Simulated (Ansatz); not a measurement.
A trial cell of NbP was relaxed with PBE (plane waves to 420 eV, PAW, scalar-relativistic; Ansatz, an electronic-structure program).

Before: Amm2 (No. 38), oS4; a = 4.227 Å, b = 3.592 Å, c = 4.828 Å, α = β = γ = 90.00°.

After relaxation:

Simulated powder pattern, Mo Kα, λ = 0.71073 Å (kinematic, ideal powder, no thermal factors, no anomalous dispersion; the 24 strongest lines at most, above 1 %, up to 2θ = 45°):

```
2θ (°)  I/Imax (%)
------  ----------
12.21           16
14.16           58
18.74          100
24.57          9.3
24.64           28
27.59           11
28.46           16
28.53          8.1
31.14           22
35.08           19
38.00          6.5
38.05          6.5
40.01          9.9
40.11           20
43.39          4.6
```

Q: Identify the relaxed structure from its pattern: crystal system, space group and cell.

A: Hexagonal, P-6m2 (No. 187), hP2, AFLOW prototype AB_hP2_187_d_a (B_h, as in WC); a = b = 3.330 Å, c = 3.341 Å, α = β = 90.00°, γ = 120.00°. Sites: Nb 1c (0.333, 0.667, 0.000); P 1f (0.667, 0.333, 0.500).

Q: Index the strongest lines.

A: 14.16° (1 0 -1 0), 18.74° (1 0 -1 1), 24.64° (1 1 -2 0), 31.14° (2 0 -2 1), 40.11° (2 1 -3 1).

No spin polarisation in the result.

The run could not lose the symmetry of its start; a randomly shaken copy of 4 atoms returns to this structure.

The relaxed structure here is a generated cell of NbP: the first start was made by a random draw of sites in a space group, and the end was not matched to a known phase here, so it may be hypothetical.
